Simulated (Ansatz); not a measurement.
## Cs: strain and displacement

```
Cs
1.0
    -3.02250    3.02250    3.02250
     3.02250   -3.02250    3.02250
     3.02250    3.02250   -3.02250
Cs
1
Direct
  0.00000 0.00000 0.00000
```

The cell is a measured one (Crystallography Open Database entry 9011010); the temperature and pressure of the measurement aren't taken into account, and nothing was relaxed.

No spin–orbit coupling, which matters for the heavy atoms here.

Level of theory: DFT, LDA, all-electron LAPW, scalar-relativistic in Ansatz 0.2.0.

Settings: a Γ-centred 9×9×9 k mesh, Fermi–Dirac smearing of 0.05 eV, basis error target 1 meV/atom, no spin polarisation.

The unchanged cell is at -0.28 GPa.

In a metal, stresses and small energies carry noise from the k mesh.

x, y and z are the Cartesian axes of the cell as listed; fractional coordinates follow a strain, and an engineering shear is twice the off-diagonal strain component.

Q: With this change (equal xy, yz and zx engineering shear strains of -2 %), what becomes of the energy and stress?

A: Energy change under 1 meV/atom; stress change (xx, yy, zz, yz, xz, xy) 0.00, 0.00, 0.00, 0.03, 0.03, 0.03 GPa, compression positive.

Q: With this change (equal xy, yz and zx engineering shear strains of -1 %), what becomes of the energy and stress?

A: Energy change under 1 meV/atom; stress change (xx, yy, zz, yz, xz, xy) 0.00, 0.00, 0.00, 0.02, 0.02, 0.02 GPa, compression positive.

With equal xy, yz and zx engineering shear strains of +1 %: energy change under 1 meV/atom; stress change (xx, yy, zz, yz, xz, xy) 0.00, 0.00, 0.00, -0.02, -0.02, -0.02 GPa, compression positive.

Q: With this change (equal xy, yz and zx engineering shear strains of +2 %), what becomes of the energy and stress?

A: Energy change under 1 meV/atom; stress change (xx, yy, zz, yz, xz, xy) 0.00, 0.00, 0.00, -0.03, -0.03, -0.03 GPa, compression positive.
